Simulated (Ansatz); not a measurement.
TiAl:
```
CELL_PARAMETERS angstrom
      2.81005     0.00000     0.00000
      0.00000     2.81005     0.00000
      0.00000     0.00000     4.06651
ATOMIC_POSITIONS crystal
  Ti 0.50000 0.50000 0.50000
  Al 0.00000 0.00000 0.00000
```

Relaxed with r²SCAN.

Map the valence electron density (e/Å³), cut off at 2 on the plane through (0.500, 0.500, 0.500) spanned by u = [1, 0, 0] and v = [0, 1, 1] in lattice vectors, from DFT-r²SCAN in the program Ansatz with PAW potentials.

x is the fraction of u, y of v (the angle between them is 90°; rows are the nearest grid lines); atoms in the plane: Ti at (0.00, 0.00), Al at (0.50, 0.50).
```
|99999311011399999|
|99998311011389999|
|99995210001259999|
|99952100000125999|
|54311000000011345|
|11100000000000111|
|00000000000000000|
|00000000000000000|
|00000000000000000|
|00000000000000000|
|00000000000000000|
|00000000000000000|
|00000000000000000|
|00000000000000000|
|00000000000000000|
|00000000000000000|
|00000000000000000|
|00000000000000000|
|11100000000000111|
|54311000000011345|
|99952100000125999|
|99995210001259999|
|99998311011389999|
|99999311011399999|
```
Scale: ten equal steps from 0.049 (start of '0') to 2.00 (end of '9'), in the order '0123456789'; x runs from 0.000 to 1.00, y from 0.000 (bottom) to 1.00 (top).

The density is the valence pseudo-density with augmentation charge, so density and ELF within about 1 Å of a nucleus are not all-electron values.

Space group P4/mmm (L1₀ or tetragonal B2). The r²SCAN relaxation kept the symmetry of its start; of distortions, only those at the zone centre were tested. No spin polarisation was allowed.

Potentials: the earlier of the program's two PAW sets.
